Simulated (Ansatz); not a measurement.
ZrPRu:
```xyz
12
Lattice="6.4500 0.0000 0.0000 0.0000 3.8802 0.0000 0.0000 0.0000 7.3158" Properties=species:S:1:pos:R:3 pbc="T T T"
Zr     3.3619     2.9102     2.3255
Zr     3.0881     0.9701     4.9903
Zr     6.3131     0.9701     5.9833
Zr     0.1369     2.9102     1.3324
P      4.6707     0.9701     0.8813
P      1.7793     2.9102     6.4345
P      5.0043     2.9102     4.5391
P      1.4457     0.9701     2.7766
Ru     2.2541     0.9701     0.4460
Ru     4.1959     2.9102     6.8698
Ru     0.9709     2.9102     4.1038
Ru     5.4790     0.9701     3.2119
```

This is the r²SCAN-relaxed structure.

Task: All from DFT-r²SCAN in the program Ansatz with PAW potentials, unless another level is named. Predict the electronic character.

Result: metallic (no gap).

Task: What about the density of states at the Fermi level?

Result: 0.63 states/eV per atom (mean over ±0.08 eV).

Task: Give the formation energy from the elements (no fitted shifts).

Result: -118 kJ/mol-atom.

Space group Pnma. The workflow started from a Materials Project entry (that database holds measured and hypothetical structures alike); the Crystallography Open Database copy checked does not list it. Whether it is the stable phase at ambient conditions was not checked. The r²SCAN relaxation kept the symmetry of its start; its stability against distortions is not shown here. No spin polarisation was allowed. The references are the lowest solids computed at this level, not always the standard phases. Scalar-relativistic: spin–orbit coupling is off unless named, which matters more the heavier the elements.

Potentials: the later of the program's two PAW sets.
